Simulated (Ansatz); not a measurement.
# Relaxation path: Cl (diamond type)

DFT, PBEsol, PAW with Ansatz's default frozen-core files, scalar-relativistic (Ansatz 0.2.0); a Γ-centred 15×15×15 k mesh, Fermi–Dirac smearing of 0.1 eV, no spin polarisation. The run relaxes cell and atoms at a target pressure of 270 GPa.

Command: `ansatz run input.yaml --threads 1 --pin off --max-ram 3584MiB --backend cpu --events-out ev --progress --plain --runs-dir out` It took 6.1 s on 1 thread of Arm Neoverse V2 (shared host), peak memory 0.28 GiB.

PAW: frozen-core files, cutoff 420 eV; forces are relaxed below 0.005 eV/Å.

Each step lists its enthalpy F + pV a cell above the last geometry, the pressure, the cell vectors (Å), and Cartesian positions (Å) with forces (eV/Å).

The first step:

```
step 1  dH = 57.58 meV  P = 296.8 GPa
  cell 0.0000 2.0313 2.0313  2.0313 0.0000 2.0313  2.0313 2.0313 0.0000
  Cl -0.5078 -0.5078 -0.5078   0.0000 0.0000 0.0000
  Cl 0.5078 0.5078 0.5078   0.0000 0.0000 0.0000
```

The PAW files were made under PBE.

The symmetry of the start is kept and no stability test is made, so the end need not be the stable phase.

Q: Where does the relaxation end, and by which steps?

A: After 3 geometries, with conventional a, b, c = 4.119, 4.119, 4.119 Å, at 8.734 Å³/atom (+4.20 % against the start) in space group Fd-3m, with a shortest distance of 1.783 Å. The further steps:
```
step 2  dH = 1.58 meV  P = 274.3 GPa
  cell 0.0000 2.0548 2.0548  2.0548 0.0000 2.0548  2.0548 2.0548 0.0000
  Cl -0.5137 -0.5137 -0.5137   0.0000 0.0000 0.0000
  Cl 0.5137 0.5137 0.5137   0.0000 0.0000 0.0000
step 3  dH = 0.00 meV  P = 270.1 GPa
  cell 0.0000 2.0594 2.0594  2.0594 0.0000 2.0594  2.0594 2.0594 0.0000
  Cl -0.5148 -0.5148 -0.5148   0.0000 0.0000 0.0000
  Cl 0.5148 0.5148 0.5148   0.0000 0.0000 0.0000
step 4  dH = -0.18 meV  P = 270.1 GPa  (same geometry on a basis chosen anew; earlier energies don't compare to the last digit)
  cell 0.0000 2.0594 2.0594  2.0594 0.0000 2.0594  2.0594 2.0594 0.0000
  Cl -0.5148 -0.5148 -0.5148   0.0000 0.0000 0.0000
  Cl 0.5148 0.5148 0.5148   0.0000 0.0000 0.0000
```
